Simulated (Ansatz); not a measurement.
Relax this structure to zero stress and force, keeping its symmetry:

```yaml
crystal:
  lattice:
    - [2.75277, 0.00000, 0.00000]
    - [-1.37639, 2.38397, 0.00000]
    - [0.00000, 0.00000, 4.38443]
  atoms:
    - { symbol: Os, position: [0.33333, 0.66667, 0.00000] }
    - { symbol: Ir, position: [0.66667, 0.33333, 0.50000] }
```

The calculation used Ansatz 0.2.0, DFT PBEsol, scalar-relativistic, plane waves, PAW.

Cutoff 420 eV; k points 18×18×10 on the computed 2-atom cell (Γ-centred); Gaussian smearing, width 0.10 eV; no spin polarisation.

**Question.** What does it relax to?

**Answer.** The volume drops by 0.41 Å³/atom to 13.97 Å³/atom, and the energy falls by 14.8 meV/atom. Final structure:
```cif
data_structure
_symmetry_space_group_name_H-M 'P 1'
_symmetry_Int_Tables_number 1
_cell_length_a 2.7256
_cell_length_b 2.7256
_cell_length_c 4.3433
_cell_angle_alpha 90.000
_cell_angle_beta 90.000
_cell_angle_gamma 120.000
_cell_volume 27.94
loop_
_atom_site_label
_atom_site_type_symbol
_atom_site_fract_x
_atom_site_fract_y
_atom_site_fract_z
_atom_site_occupancy
Os1 Os 0.33333 0.66667 0.00000 1
Ir1 Ir 0.66667 0.33333 0.50000 1
```

Spin–orbit coupling is left out, which can shift energies with elements as heavy as these.

Cost: 1 run of about 0.82 core-minutes, on Arm Neoverse V2 (shared hosts).